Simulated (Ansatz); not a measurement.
C:
Space group C2/c (No. 15); a = 4.611 Å, b = 9.148 Å, c = 3.598 Å, α = γ = 90.00°, β = 115.58°

```csv
atom,site,symmetry,x,y,z
C,8f,1,0.0195,0.1956,0.0515
C,8f,1,0.2379,0.3313,0.1213
```
(The calculation used a cell of 8 atoms; values per cell refer to that cell.)

Relaxed with PBEsol. PBEsol (plane waves, PAW; program Ansatz) gives a gap of 0.17 eV.

Task: What gap does HSE06 give on the same cell (Ansatz, PAW)?

Result: 0.95 eV, 0.77 eV more. The hybrid was solved on a coarser mesh and at special points; the gap given is the minimum over both.

```
k   v1 PBEsol  c1 PBEsol  v1 HSE06  c1 HSE06
--  ---------  ---------  --------  --------
Γ        0.00       2.77      0.00      3.88
Y       -0.55       2.18     -0.60      3.11
A       -1.08       1.67         ?         ?
M       -0.53       1.24         ?         ?
V2      -1.25       2.37         ?         ?
L2      -0.75       0.83         ?         ?
```

Task: Top valence (v1) and lowest conduction level (c1) in eV from each method's valence maximum (which need not be a listed point): supply the withheld HSE06 values.

Result: 
- L2, v1 HSE06: -0.85
- L2, c1 HSE06: 1.58
- A, v1 HSE06: -1.21
- A, c1 HSE06: 2.62
- M, v1 HSE06: -0.63
- M, c1 HSE06: 2.17
- V2, v1 HSE06: -1.40
- V2, c1 HSE06: 3.36

Cost on shared cores: the PBEsol run (SCF on a 7×7×9 mesh, then bands and DOS) about 70 core-seconds (a rough figure), the HSE06 run (SCF on 4×4×5, then a few points) about 90 core-seconds (a rough figure); the tasks are unlike.

The start of the workflow was typed in or built on a structure type; neither database checked (COD, Materials Project) lists it. It is not the phase usual at ambient conditions (space group No. 194, 227). Symmetry was held in the PBEsol relaxation. At this level the phase is mechanically unstable. The volume moved by 100 % from the start of the relaxation.

Potentials: the earlier of the program's two PAW sets. The files were generated under PBE; for other functionals the program regenerates the frozen cores, and for LDA and PBEsol the local potential too.
